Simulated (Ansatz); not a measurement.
Here is an unrelaxed guess for Na₂AlNiC₆N₆.

Space group Fm-3m (No. 225). a = 10.105 Å, b = 10.105 Å, c = 10.105 Å, α = 90.00°, β = 90.00°, γ = 90.00°
| atom | site | symmetry | x | y | z |
| --- | --- | --- | --- | --- | --- |
| Na | 8c | -43m | 0.2500 | 0.7500 | 0.7500 |
| Al | 4a | m-3m | 0.0000 | 0.0000 | 0.0000 |
| Ni | 4b | m-3m | 0.5000 | 0.0000 | 0.0000 |
| C | 24e | 4m.m | 0.1856 | 0.0000 | 0.0000 |
| N | 24e | 4m.m | 0.3013 | 0.0000 | 0.0000 |

Computed with Ansatz 0.2.0, DFT PBE, scalar-relativistic, plane waves, PAW. Settings: cutoff 420 eV, Γ-centred mesh 4×4×4 on the computed 16-atom cell, Gaussian smearing of 0.10 eV; collinear spin from starting moments 0.0 0.0 0.0 2.0 0.0 0.0 0.0 0.0 0.0 0.0 0.0 0.0 0.0 0.0 0.0 0.0 μB.

The zero of energy is the elements' standard structures at the same level (N₂ as a molecule); no fitted shifts are applied.

Q: What does a single point on this coarse mesh give?

A: The pressure is 10.1 GPa (it wants to expand), the largest force is 2.81 eV/Å, and the energy is +0.36 eV/atom against the elements. The shortest distance is 1.17 Å.

Q: How much does it gain on relaxing, and where does it end?

A: Relaxing gains about 0.12 eV/atom (the start's value is from the coarse mesh, so the gain is rough) in 11 ionic steps and ends at +0.24 eV/atom on the finer mesh. The symmetry stays Fm-3m (No. 225). The volume per atom grows by 18.4 %, from 16.1 to 19.1 Å³. The shortest distance stays 1.17 Å (C–N). Conventional cell: a = 10.689 Å. Na is surrounded by 12 N at 3.82 Å and 12 C at 3.83 Å (long against covalent radii, as for large ions); Al is surrounded by 6 C at 2.08 Å; Ni is surrounded by 6 N at 2.10 Å; C has 1 N at 1.17 Å, 1 Al at 2.08 Å, 4 C at 2.94 Å, 1 Ni at 3.27 Å and 4 Na at 3.83 Å; N has 1 C at 1.17 Å, 1 Ni at 2.10 Å, 4 N at 2.97 Å, 1 Al at 3.25 Å and 4 Na at 3.82 Å.

The last run used collinear spin, a 6×6×6 mesh for its 16-atom cell and Gaussian smearing of 0.10 eV. No Hubbard U is applied to the open shell of Ni. The reference form of C is held partly by dispersion forces, which this level lacks. The magnetic state reached may not be the lowest. The relaxation can't lower the symmetry of the start. A structure relaxed within its symmetry needn't be a true minimum.
